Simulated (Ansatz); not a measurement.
Level of theory: DFT, r2SCAN, plane waves (500 eV) with PAW, scalar-relativistic (Ansatz). (PAW data from PBE, frozen cores regenerated.)

An element in the diamond structure gives this curve. The cell is scaled uniformly from the relaxed one, with fractional coordinates and shape fixed. Energies are extrapolated to zero smearing, pressures are those at the given smearing. Magnetic state: spin not included.

```json
{"V (Å³/atom)": "24.475", "E − E₀ (meV/atom)": "100.4", "P (GPa)": "10.75"}
{"V (Å³/atom)": "25.588", "E − E₀ (meV/atom)": "41.6", "P (GPa)": "6.53"}
{"V (Å³/atom)": "26.700", "E − E₀ (meV/atom)": "9.5", "P (GPa)": "2.99"}
{"V (Å³/atom)": "27.813", "E − E₀ (meV/atom)": "0.0", "P (GPa)": "-0.01"}
{"V (Å³/atom)": "28.925", "E − E₀ (meV/atom)": "9.9", "P (GPa)": "-2.54"}
{"V (Å³/atom)": "30.038", "E − E₀ (meV/atom)": "36.1", "P (GPa)": "-4.69"}
{"V (Å³/atom)": "31.150", "E − E₀ (meV/atom)": "76.4", "P (GPa)": "-6.51"}
```

**Question.** Which element is it?
A. tungsten
B. palladium
C. tantalum
D. selenium

**Answer.** C. Its fit is V₀ = 27.77 Å³/atom, B₀ = 70 GPa, B₀′ = 3.0.
